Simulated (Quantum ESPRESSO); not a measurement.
# Ga3TaHf2LiMg: one composition in several site orders

A calculation, not a measurement. The program is pw.x of Quantum ESPRESSO 7.5 (plane-wave density functional theory). The cell is made up: eight metal atoms on a hexagonal close-packed lattice, with elements, volume, strain and displacements drawn at random and not relaxed, so it may be unstable or far from any real phase. PseudoDojo standard norm-conserving files set the functional (PBE unless stated); there is no spin polarisation or spin-orbit coupling, the Fermi-Dirac width of 0.25 eV means electrons at about 2900 K, and the masses in the input are unused placeholders. Heavy elements are run without spin-orbit coupling, which real alloys of them have. A spin test at this wide smearing found no moment, but such smearing suppresses magnetism that the real alloy may have.

The runs put one composition on the sites in different orders. Cell, positions, cutoff, mesh and smearing stay as in the input of run 1; sites are counted in its order. Stress in the tables is positive in tension.

Input of run 1:

```
&control calculation='scf', pseudo_dir='./dojo.nc.sr.pbe.v0_5.standard.upf', outdir='./o', disk_io='medium', tprnfor=.true., tstress=.true. /
&system ibrav=0, nat=8, ntyp=5, nbnd=57, ecutwfc=84.00895049, nosym=.true., tot_charge=0,
 occupations='smearing', smearing='fd', degauss=0.0183746611
/
&electrons conv_thr=1.470e-08, electron_maxstep=70, mixing_beta=0.5 /
ATOMIC_SPECIES
Ga 1.0 Ga.upf
Hf 1.0 Hf.upf
Li 1.0 Li.upf
Mg 1.0 Mg.upf
Ta 1.0 Ta.upf
CELL_PARAMETERS angstrom
4.7826 -2.7232 0.0952
-3.2486 0.0721 -5.0242
3.1957 5.459 -0.0449
ATOMIC_POSITIONS angstrom
Ga 0.0074 0.0116 -0.0447
Ta 1.6273 2.7977 0.0168
Hf -0.0197 1.8171 -2.5409
Li 1.4894 4.5508 -2.588
Ga 3.1658 -0.0513 0.0676
Mg 4.7921 2.8713 0.1214
Ga 1.5344 -0.7876 -2.4181
Hf 3.1453 1.9171 -2.5465
K_POINTS automatic
5 5 4 1 1 1
```

| run | elements on sites 1 to 8 | free energy less that of run 1 (eV) | -TS (eV) | pressure (GPa) | stress xx (GPa) | stress yy (GPa) | stress zz (GPa) | stress yz (GPa) | stress xz (GPa) | stress xy (GPa) | iterations |
| --- | --- | --- | --- | --- | --- | --- | --- | --- | --- | --- | --- |
| 1 | Ga Ta Hf Li Ga Mg Ga Hf | 0.000 | -1.301 | -8.99 | 8.58 | 9.54 | 8.85 | 0.80 | -0.21 | 0.53 | 12 |
| 2 | Ta Mg Hf Ga Ga Ga Hf Li | -0.275 | -1.291 | -9.30 | 9.37 | 9.40 | 9.13 | -0.87 | 1.71 | -0.75 | 11 |
| 3 | Mg Hf Hf Ta Li Ga Ga Ga | -0.209 | -1.229 | -10.24 | 12.68 | 10.92 | 7.13 | -0.43 | 0.66 | -0.47 | 12 |
| 4 | Ta Ga Hf Hf Mg Ga Li Ga | 0.275 | -1.399 | -8.92 | 10.21 | 9.74 | 6.82 | -3.36 | 2.59 | 0.83 | 12 |
| 5 | Hf Ga Mg Li Ga Hf Ta Ga | 0.264 | -1.318 | -9.12 | 8.60 | 11.45 | 7.32 | -1.50 | 2.37 | 2.38 | 12 |
| 6 | Mg Ta Hf Ga Ga Hf Li Ga | -0.204 | -1.322 | -9.56 | 11.21 | 8.83 | 8.62 | 1.95 | 0.69 | 1.92 | 12 |

Forces Fx Fy Fz (eV/Å):

| site | run 1 | run 2 | run 3 | run 4 | run 5 | run 6 |
| --- | --- | --- | --- | --- | --- | --- |
| 1 | -0.35 0.08 -0.04 | 0.41 0.43 -0.28 | -0.06 0.21 0.20 | -0.68 -0.01 0.37 | 0.03 0.10 0.32 | -0.07 0.22 0.30 |
| 2 | -0.31 -0.18 0.24 | -0.21 -0.02 -0.30 | -0.33 0.34 -0.43 | -0.25 -0.25 -0.33 | 0.06 0.08 0.34 | 0.48 0.32 0.03 |
| 3 | -0.13 0.05 0.41 | -0.53 -0.35 -0.17 | 0.54 0.22 -0.23 | 0.12 0.34 0.29 | -0.41 0.08 0.09 | -0.60 0.98 -0.22 |
| 4 | 0.14 0.29 0.05 | 0.00 0.46 0.42 | -0.40 -0.13 1.08 | 0.15 0.22 1.01 | 0.14 0.30 0.51 | 0.06 0.15 0.79 |
| 5 | 0.31 0.58 -0.23 | 0.13 -0.24 -0.06 | 0.03 -0.04 -0.13 | 0.15 0.11 -0.51 | -0.15 -0.05 -0.03 | 0.28 0.44 0.02 |
| 6 | -0.10 -0.15 -0.70 | 0.16 0.13 -0.15 | 0.24 -0.56 -0.31 | 0.19 -0.16 -0.51 | 0.28 -0.38 -1.37 | 0.02 -1.60 -1.06 |
| 7 | 0.28 0.01 -0.32 | -0.06 -0.51 0.41 | -0.01 -0.27 -0.48 | 0.07 -0.25 -0.17 | -0.17 -0.21 0.00 | 0.16 -0.17 -0.09 |
| 8 | 0.15 -0.69 0.58 | 0.09 0.11 0.13 | -0.01 0.22 0.31 | 0.25 0.00 -0.16 | 0.22 0.08 0.14 | -0.33 -0.34 0.23 |

The sites are displaced and not relaxed, so the energy differences hold strain from misfit and are not ordering energies. A rerun of one cell of this series at a higher cutoff and on a denser mesh moved values by no more than 0.005 eV in energy, 0.06 GPa in stress and 0.009 eV/Å in force, and a second program with other atomic files agreed on that cell to 2 % rms in force and 0.5 GPa in pressure.